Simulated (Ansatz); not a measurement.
**Data sheet: Al3GaN4 (DFT)**

Al$_{3}$GaN$_{4}$:
```xyz
8
Lattice="3.1508 0.0000 0.0000 -1.5754 2.7287 0.0000 0.0000 0.0000 10.1624" Properties=species:S:1:pos:R:3 pbc="T T T"
Ga     0.0000     1.8191     0.0572
N      0.0000     1.8191     2.0446
Al     1.5754     0.9096     2.6263
N      1.5754     0.9096     4.5383
Al     0.0000     1.8191     5.1307
N      0.0000     1.8191     7.0415
Al     1.5754     0.9096     7.6313
N      1.5754     0.9096     9.5425
```

Space group P3m1 (No. 156); conventional cell a = b = 3.1508 Å, c = 10.1624 Å, α = β = 90.00°, γ = 120.00°.

Method: PBE in the plane-wave PAW code Ansatz. Geometry: relaxed at this level of theory. Other levels are named where they apply.

### Cell and energy

```
Item                                                          Result
-----------------------------------------------------  -------------
Volume per atom                                             10.92 Å³
Density                                                   3.93 g/cm³
Formation energy from the elements (no fitted shifts)  -1.12 eV/atom
```

### Electronic structure

```
Quantity                                                       Result
------------------------------------------------  -------------------
Band gap                                             3.17 eV (direct)
Valence-band maximum                                             at Γ
Conduction-band minimum                                          at Γ
Electron effective mass                           0.26 mₑ (isotropic)
Electron effective mass with spin–orbit coupling  0.26 mₑ (isotropic)
Hole effective mass, band 2 of 2 at the edge        0.27 along x (mₑ)
Gap with spin–orbit coupling                                  3.16 eV
```

### Mechanics

```
Property                              Value
----------------------------------  -------
Bulk modulus (Birch–Murnaghan fit)  188 GPa
Pressure derivative B′                  4.0
```

The start of the workflow was typed in or built on a structure type; neither database checked (COD, Materials Project) lists it. Whether it is the stable phase at ambient conditions was not checked. Symmetry was held in the PBE relaxation; its stability against distortions is not shown here. The references are the lowest solids computed at this level, not always the standard phases (solids in place of the gases). Scalar-relativistic: spin–orbit coupling is off unless named, which matters more the heavier the elements.

Potentials: the earlier of the program's two PAW sets.
